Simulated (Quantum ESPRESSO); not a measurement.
# Ga3GeO5N: finding a planted mistake in a log

Computed values, not a measurement. The program is pw.x of Quantum ESPRESSO 7.5 (plane-wave density functional theory). The cell is made up: 10 atoms on a corundum lattice, with randomly drawn elements, strain and displacements, not relaxed. PseudoDojo standard norm-conserving files (v0.5 for PBE, v0.4.1 for LDA and PBEsol) set the functional; there is no spin polarisation, spin-orbit coupling or dispersion term, and the masses in the input are unused placeholders.

Intended input:

```
&control calculation='scf', pseudo_dir='./dojo.nc.sr.pbe.v0_5.standard.upf', outdir='./o', disk_io='low', tprnfor=.true., tstress=.true. /
&system ibrav=0, nat=10, ntyp=4, nbnd=50, ecutwfc=84.00895049, nosym=.true., tot_charge=0,
 occupations='smearing', smearing='fd', degauss=0.0018374661
/
&electrons conv_thr=7.350e-09, electron_maxstep=60, /
ATOMIC_SPECIES
Ga 1.0 Ga.upf
Ge 1.0 Ge.upf
N 1.0 N.upf
O 1.0 O.upf
CELL_PARAMETERS angstrom
2.5803 1.4897 4.6337
-2.5803 1.4897 4.6337
0.0 -2.9795 4.6337
ATOMIC_POSITIONS angstrom
Ga 0.0561 -0.0521 4.8967
Ga -0.04 -0.0052 2.0582
Ge -0.0048 0.0121 9.1265
Ga 0.0124 0.0115 11.8459
O -1.0049 1.5291 8.0345
O -0.8233 -1.4299 8.2027
N 1.7774 0.2519 8.1102
O 1.0375 -1.5186 5.851
O 0.6708 1.5959 5.8603
O -1.7477 -0.1219 5.7338
K_POINTS automatic
5 5 5 1 1 1
```

The log is shortened where brackets say so; the opening notice, blank lines, dates and the lines on written files are dropped, and the path of the files is cut. It prints rydbergs, bohrs and kilobars, and counts compression as positive stress. Where no state is partly filled, the Fermi energy that it prints is only some level between the filled and the empty states on the mesh, and need not lie in the true gap.

Log of the intended run:

```
     Program PWSCF v.7.5
     Parallel version (MPI & OpenMP), running on       4 processor cores
     Number of MPI processes:                 4
     Threads/MPI process:                     1
     [start-up lines left out]
     bravais-lattice index     =            0
     lattice parameter (alat)  =      10.4104  a.u.
     unit-cell volume          =     721.1980 (a.u.)^3
     number of atoms/cell      =           10
     number of atomic types    =            4
     number of electrons       =        88.00
     number of Kohn-Sham states=           50
     kinetic-energy cutoff     =      84.0090  Ry
     charge density cutoff     =     336.0358  Ry
     scf convergence threshold =      7.3E-09
     mixing beta               =       0.7000
     number of iterations used =            8  plain     mixing
     Exchange-correlation= PBE
                           (   1   4   3   4   0   0   0)
     [axes and pseudopotential details left out]
   Cartesian axes
     site n.     atom                  positions (alat units)
         1        Ga     tau(   1) = (   0.0101835  -0.0094574   0.8888656  )
         2        Ga     tau(   2) = (  -0.0072609  -0.0009439   0.3736114  )
         3        Ge     tau(   3) = (  -0.0008713   0.0021964   1.6566733  )
         4        Ga     tau(   4) = (   0.0022509   0.0020875   2.1503080  )
         5        O      tau(   5) = (  -0.1824129   0.2775674   1.4584497  )
         6        O      tau(   6) = (  -0.1494482  -0.2595603   1.4889819  )
         7        N      tau(   7) = (   0.3226397   0.0457257   1.4721910  )
         8        O      tau(   8) = (   0.1883305  -0.2756614   1.0620934  )
         9        O      tau(   9) = (   0.1217659   0.2896932   1.0637815  )
        10        O      tau(  10) = (  -0.3172484  -0.0221277   1.0408188  )
     number of k points=    63  Fermi-Dirac smearing, width (Ry)=  0.0018
                       cart. coord. in units 2pi/alat
        k(    1) = (   0.0000000   0.0000000   0.1188884), wk =   0.0320000
        k(    2) = (   0.0000000  -0.2465288   0.1981456), wk =   0.0320000
     [further k points left out]
     Dense  grid:    75093 G-vectors     FFT dimensions: (  64,  64,  64)
     Estimated max dynamical RAM per process >     233.55 MB
     Estimated total dynamical RAM >     879.22 MB
     Initial potential from superposition of free atoms
     starting charge      87.9911, renormalised to      88.0000
     Starting wfcs are   60 randomized atomic wfcs
     total cpu time spent up to now is        8.9 secs
     per-process dynamical memory:   186.4 Mb
     Self-consistent Calculation
     iteration #  1     ecut=    84.01 Ry     beta= 0.70
     Davidson diagonalization with overlap
     ethr =  1.00E-02,  avg # of iterations =  2.2
     total cpu time spent up to now is       27.9 secs
     total energy              =    -822.65952037 Ry
     estimated scf accuracy    <       2.28530792 Ry
     iteration #  2     ecut=    84.01 Ry     beta= 0.70
     Davidson diagonalization with overlap
     ethr =  2.60E-03,  avg # of iterations =  2.9
     total cpu time spent up to now is       48.5 secs
     total energy              =    -823.27833985 Ry
     estimated scf accuracy    <       2.56046105 Ry
     [iterations 3 to 11 left out]
     iteration # 12     ecut=    84.01 Ry     beta= 0.70
     Davidson diagonalization with overlap
     ethr =  1.08E-11,  avg # of iterations =  5.0
     total cpu time spent up to now is      253.7 secs
     total energy              =    -823.74709591 Ry
     estimated scf accuracy    <       0.00000002 Ry
     iteration # 13     ecut=    84.01 Ry     beta= 0.70
     Davidson diagonalization with overlap
     ethr =  1.08E-11,  avg # of iterations =  2.2
     total cpu time spent up to now is      280.0 secs
     End of self-consistent calculation
     [lines on levels left out]
     the Fermi energy is    10.3728 ev
!    total energy              =    -823.74709591 Ry
     estimated scf accuracy    <          2.8E-09 Ry
     smearing contrib. (-TS)   =      -0.00000000 Ry
     internal energy E=F+TS    =    -823.74709591 Ry
     The total energy is F=E-TS. E is the sum of the following terms:
     one-electron contribution =    -259.99648341 Ry
     hartree contribution      =     207.57140473 Ry
     xc contribution           =    -217.54766732 Ry
     ewald contribution        =    -553.77434991 Ry
     convergence has been achieved in  13 iterations
     Forces acting on atoms (cartesian axes, Ry/au):
     atom    1 type  1   force =    -0.03323949   -0.00566349   -0.02446619
     atom    2 type  1   force =    -0.00012869   -0.02770694    0.01531813
     atom    3 type  2   force =     0.05076920    0.00853661   -0.10814607
     atom    4 type  1   force =    -0.01734073    0.04863521    0.09281299
     atom    5 type  4   force =     0.00324037   -0.02158875    0.05643529
     atom    6 type  4   force =     0.01588202   -0.01078002   -0.00967033
     atom    7 type  3   force =    -0.00941369   -0.03155492    0.02296545
     atom    8 type  4   force =     0.00535604    0.02602813   -0.02556690
     atom    9 type  4   force =     0.03142614    0.02836285   -0.03738148
     atom   10 type  4   force =    -0.04655118   -0.01426867    0.01769912
     Total force =     0.203304     Total SCF correction =     0.000088
     Computing stress (Cartesian axis) and pressure
          total   stress  (Ry/bohr**3)                   (kbar)     P=      -84.74
  -0.00061153  -0.00029594   0.00011013          -89.96      -43.53       16.20
  -0.00029594  -0.00076678  -0.00000561          -43.53     -112.80       -0.82
   0.00011013  -0.00000561  -0.00034974           16.20       -0.82      -51.45
     init_run     :      8.13s CPU      8.42s WALL (       1 calls)
     electrons    :    270.20s CPU    271.12s WALL (       1 calls)
     forces       :      2.02s CPU      2.03s WALL (       1 calls)
     stress       :      8.06s CPU      8.06s WALL (       1 calls)
     [timing details left out]
     PWSCF        :   4m48.99s CPU   4m50.27s WALL
     JOB DONE.
```

A second run was made from an input with one planted mistake. Its log:

```
     Program PWSCF v.7.5
     Parallel version (MPI & OpenMP), running on       4 processor cores
     Number of MPI processes:                 4
     Threads/MPI process:                     1
     [start-up lines left out]
     bravais-lattice index     =            0
     lattice parameter (alat)  =      10.4104  a.u.
     unit-cell volume          =     721.1980 (a.u.)^3
     number of atoms/cell      =           10
     number of atomic types    =            4
     number of electrons       =        89.00
     number of Kohn-Sham states=           51
     kinetic-energy cutoff     =      84.0090  Ry
     charge density cutoff     =     336.0358  Ry
     scf convergence threshold =      7.3E-09
     mixing beta               =       0.7000
     number of iterations used =            8  plain     mixing
     Exchange-correlation= PBE
                           (   1   4   3   4   0   0   0)
     [axes and pseudopotential details left out]
   Cartesian axes
     site n.     atom                  positions (alat units)
         1        Ga     tau(   1) = (   0.0101835  -0.0094574   0.8888656  )
         2        Ga     tau(   2) = (  -0.0072609  -0.0009439   0.3736114  )
         3        Ge     tau(   3) = (  -0.0008713   0.0021964   1.6566733  )
         4        Ga     tau(   4) = (   0.0022509   0.0020875   2.1503080  )
         5        O      tau(   5) = (  -0.1824129   0.2775674   1.4584497  )
         6        O      tau(   6) = (  -0.1494482  -0.2595603   1.4889819  )
         7        N      tau(   7) = (   0.3226397   0.0457257   1.4721910  )
         8        O      tau(   8) = (   0.1883305  -0.2756614   1.0620934  )
         9        O      tau(   9) = (   0.1217659   0.2896932   1.0637815  )
        10        O      tau(  10) = (  -0.3172484  -0.0221277   1.0408188  )
     number of k points=    63  Fermi-Dirac smearing, width (Ry)=  0.0018
                       cart. coord. in units 2pi/alat
        k(    1) = (   0.0000000   0.0000000   0.1188884), wk =   0.0320000
        k(    2) = (   0.0000000  -0.2465288   0.1981456), wk =   0.0320000
     [further k points left out]
     Dense  grid:    75093 G-vectors     FFT dimensions: (  64,  64,  64)
     Estimated max dynamical RAM per process >     236.58 MB
     Estimated total dynamical RAM >     891.32 MB
     Initial potential from superposition of free atoms
     starting charge      87.9911, renormalised to      89.0000
     Starting wfcs are   60 randomized atomic wfcs
     total cpu time spent up to now is       10.6 secs
     per-process dynamical memory:   188.9 Mb
     Self-consistent Calculation
     iteration #  1     ecut=    84.01 Ry     beta= 0.70
     Davidson diagonalization with overlap
     ethr =  1.00E-02,  avg # of iterations =  2.7
     total cpu time spent up to now is       33.3 secs
     total energy              =    -821.68167916 Ry
     estimated scf accuracy    <       2.37176852 Ry
     iteration #  2     ecut=    84.01 Ry     beta= 0.70
     Davidson diagonalization with overlap
     ethr =  2.66E-03,  avg # of iterations =  3.0
     total cpu time spent up to now is       57.6 secs
     total energy              =    -822.31069245 Ry
     estimated scf accuracy    <       2.70617976 Ry
     [iterations 3 to 10 left out]
     iteration # 11     ecut=    84.01 Ry     beta= 0.70
     Davidson diagonalization with overlap
     ethr =  2.71E-10,  avg # of iterations =  2.0
     total cpu time spent up to now is      254.5 secs
     total energy              =    -822.82241709 Ry
     estimated scf accuracy    <       0.00000002 Ry
     iteration # 12     ecut=    84.01 Ry     beta= 0.70
     Davidson diagonalization with overlap
     ethr =  2.19E-11,  avg # of iterations =  3.3
     total cpu time spent up to now is      277.1 secs
     End of self-consistent calculation
     [lines on levels left out]
     the Fermi energy is    13.1752 ev
!    total energy              =    -822.82241710 Ry
     estimated scf accuracy    <          5.7E-09 Ry
     smearing contrib. (-TS)   =      -0.00040505 Ry
     internal energy E=F+TS    =    -822.82201205 Ry
     The total energy is F=E-TS. E is the sum of the following terms:
     one-electron contribution =    -259.11298713 Ry
     hartree contribution      =     208.63123016 Ry
     xc contribution           =    -218.56590518 Ry
     ewald contribution        =    -553.77434991 Ry
     convergence has been achieved in  12 iterations
     Forces acting on atoms (cartesian axes, Ry/au):
     atom    1 type  1   force =    -0.02900507   -0.01132034   -0.02414313
     atom    2 type  1   force =    -0.00066289   -0.02483199    0.01919335
     atom    3 type  2   force =     0.04865647    0.01480627   -0.10541850
     atom    4 type  1   force =    -0.01664197    0.04900647    0.08413954
     atom    5 type  4   force =    -0.00415523    0.00696841    0.03219769
     atom    6 type  4   force =    -0.00367948   -0.03493974   -0.02789563
     atom    7 type  3   force =     0.01150022   -0.03369314    0.00951693
     atom    8 type  4   force =    -0.02857065    0.01970316    0.00046181
     atom    9 type  4   force =     0.03409663   -0.00184889   -0.02518237
     atom   10 type  4   force =    -0.01153803    0.01614977    0.03713032
     Total force =     0.187739     Total SCF correction =     0.000202
     Computing stress (Cartesian axis) and pressure
          total   stress  (Ry/bohr**3)                   (kbar)     P=      266.61
   0.00176230  -0.00014484   0.00011468          259.24      -21.31       16.87
  -0.00014484   0.00161364  -0.00005165          -21.31      237.38       -7.60
   0.00011468  -0.00005165   0.00206115           16.87       -7.60      303.21
     init_run     :      9.90s CPU     10.22s WALL (       1 calls)
     electrons    :    264.85s CPU    266.50s WALL (       1 calls)
     forces       :      2.21s CPU      2.22s WALL (       1 calls)
     stress       :      7.68s CPU      7.68s WALL (       1 calls)
     [timing details left out]
     PWSCF        :   4m45.10s CPU   4m47.15s WALL
     JOB DONE.
```

Question: what was wrong in the second input?

Answer: the cell has the wrong charge. The input lines that differ, file-writing options aside:

```
- &system ibrav=0, nat=10, ntyp=4, nbnd=50, ecutwfc=84.00895049, nosym=.true., tot_charge=0,
+ &system ibrav=0, nat=10, ntyp=4, nbnd=51, ecutwfc=84.00895049, nosym=.true., tot_charge=-1,
```

|  | intended run | run with the mistake |
| --- | --- | --- |
| free energy (eV) | -11207.650 | -11195.069 |
| smearing term -TS (eV) | 0.0000 | -0.0055 |
| pressure (GPa) | -8.47 | 26.66 |
| largest force component (eV/Å) | 2.781 | 2.710 |
| largest change of a force component (eV/Å) |  | 0.900 |
| iterations | 13 | 12 |

For scale, a rerun of the intended cell at a cutoff of 1437 eV and k mesh 7 x 7 x 7 moved values by no more than 0.004 eV in energy, 0.04 GPa in stress and 0.002 eV/Å in force. The charged cell sits in a uniform background, so its energy and stress rest on the program's zero of potential. The number of bands, nbnd, was set by rule from the electron count and the smearing, so it follows the mistake.